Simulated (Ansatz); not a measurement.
# LaP: stiffness from a series of strains

```xyz
2
Lattice="0.0000 3.0125 3.0125 3.0125 0.0000 3.0125 3.0125 3.0125 0.0000" Properties=species:S:1:pos:R:3 pbc="T T T"
La    0.0000    0.0000    0.0000
P     3.0125    3.0125    3.0125
```

Atom numbers follow the list: La1, P2.

Conventional cell: a = 6.025 Å, b = 6.025 Å, c = 6.025 Å, α = 90.00°, β = 90.00°, γ = 90.00°. Around La (atom 1) lie 6 P at 3.01 Å. P (atom 2) is surrounded by 6 La at 3.01 Å.

The geometry is COD entry 1538844, unchecked; take it as a test cell.

Spin–orbit coupling is left out, though it moves levels of the heavy atoms by tenths of an eV or more.

Level of theory: Ansatz 0.2.0, DFT, LDA, all-electron LAPW, scalar-relativistic.

The runs use a Γ-centred 10×10×10 k mesh, Fermi–Dirac smearing of 0.03 eV, basis error target 1 meV/atom, no spin polarisation.

The strain is applied along the Cartesian axes of the cell as listed (γ is the engineering shear, twice εxy = εyz = εzx). Fractional coordinates are held (clamped ions).

σ is the change of stress from the unstrained cell, which is at -3.21 GPa; tension is positive, so slopes are stress–strain coefficients at that pressure. In a metal the k mesh adds noise.

Only quantities that a quadratic follows smoothly over the whole series are listed; rougher ones are left out.

```
      γ  σxy (GPa)
-0.0200      -0.64
-0.0100      -0.33
 0.0000       0.00
 0.0200       0.70
```

(1) Fit the series and read off the stiffness at zero strain.

(2) One run, at γ = 0.0100, is withheld. Predict its row.

Answers

(1) Least-squares fits y = p0 + p1 x + p2 x² to the rows give σxy (GPa): p1 = 33.5, p2 = 77. So C44 (clamped ions) = 34 GPa.

(2) The fits give 0.34; the run gave 0.34.
